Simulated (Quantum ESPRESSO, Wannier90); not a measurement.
## Tight-binding from DFT: Ta2O5 (P2/m)

```
begin unit_cell_cart
ang
    3.8414100000    0.0000000000    0.0000000000
    0.0000000000    3.8627200000    0.0000000000
   -1.8189390000    0.0000000000    6.5289600000
end unit_cell_cart
begin atoms_frac
Ta  -0.3504700000  0.0000000000 -0.2086900000
Ta   0.3504700000  0.0000000000  0.2086900000
O   -0.3378800000  0.5000000000 -0.2016700000
O    0.3378800000  0.5000000000  0.2016700000
O    0.1897600000  0.0000000000 -0.1293800000
O   -0.1897600000  0.0000000000  0.1293800000
O    0.5000000000  0.0000000000  0.5000000000
end atoms_frac
```

Materials Project entry mp-1238961; symmetrised, unrelaxed at this level. Not found in the COD (Crystallography Open Database) copy used, which has the formula in other groups; not checked further. Level: PBEsol, spinors with spin-orbit coupling; pw.x of Quantum ESPRESSO at 68 Ry with PseudoDojo potentials, 4×4×4 k-points, Wannier90. Density: 8×8×6 mesh, cold smearing 0.01 Ry.

Bands 17-26 form an isolated set from -18.35 to -15.29 eV relative to the valence-band maximum (on the path) and are turned into 10 Wannier functions by minimising the spread from the start: atomic waves O 2s.

Q: Where do the functions sit, how wide are they and what are they made of?

A: 
| functions | spread (Å²) | nearest atom, distance (Å) | second atom, distance (Å) | weight on atomic waves |
|---|---|---|---|---|
| 4 | 0.69 | O 0.01 | Ta 1.93 | O 2s 82 %, Ta 5d 10 %, Ta 6s 5 % |
| 4 | 0.70 | O 0.01 | Ta 1.98 | O 2s 81 %, Ta 5d 11 %, Ta 6s 4 % |
| 2 | 0.72 | O 0.00 | Ta 1.90 | O 2s 81 %, Ta 5d 11 %, Ta 6s 6 % |

Ω_I = 7.02 Å², Ω_total = 7.02 Å²; the interpolated bands follow pw.x to 1.4 meV rms on the path. Only this start was tried; a symmetric start can stop on a saddle, and mixtures of these functions could lower the total by at most Ω_total − Ω_I.
